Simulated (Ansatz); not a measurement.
Input:

CsSnI₃:
```
CELL_PARAMETERS angstrom
     10.87421     0.00000     0.00000
      0.00000     4.81879     0.00000
      0.00000     0.00000    18.05701
ATOMIC_POSITIONS crystal
  Cs 0.92525 0.75000 0.67187
  Cs 0.57475 0.25000 0.17187
  Cs 0.42525 0.75000 0.82813
  Cs 0.07475 0.25000 0.32813
  I  0.52303 0.75000 0.61019
  I  0.97697 0.25000 0.11019
  I  0.02303 0.75000 0.88981
  I  0.47697 0.25000 0.38981
  I  0.16711 0.75000 0.49944
  I  0.33289 0.25000 0.99944
  I  0.66711 0.75000 0.00056
  I  0.83289 0.25000 0.50056
  I  0.21103 0.25000 0.70994
  I  0.28897 0.75000 0.20994
  I  0.71103 0.25000 0.79006
  I  0.78897 0.75000 0.29006
  Sn 0.33947 0.25000 0.55998
  Sn 0.16053 0.75000 0.05998
  Sn 0.83947 0.25000 0.94002
  Sn 0.66053 0.75000 0.44002
```

This is the PBE-relaxed structure. Cartesian axes are those of the cell as given.

All from PBE (plane waves, PAW; program Ansatz), unless another level is named. Estimate the band gap.

2.08 eV (indirect).

Give the conduction-band minimum.

at U (k = 0.500, 0.000, 0.500 in fractions of the reciprocal vectors).

Next, the valence-band maximum?

on the Y–Γ line, 60 % of the way from Y (k = 0.000, 0.198, 0.000 in fractions of the reciprocal vectors).

Space group Pnma. The PBE relaxation kept the symmetry of its start. Spin–orbit coupling is left out wherever it is not named.

Potentials: the later of the program's two PAW sets.
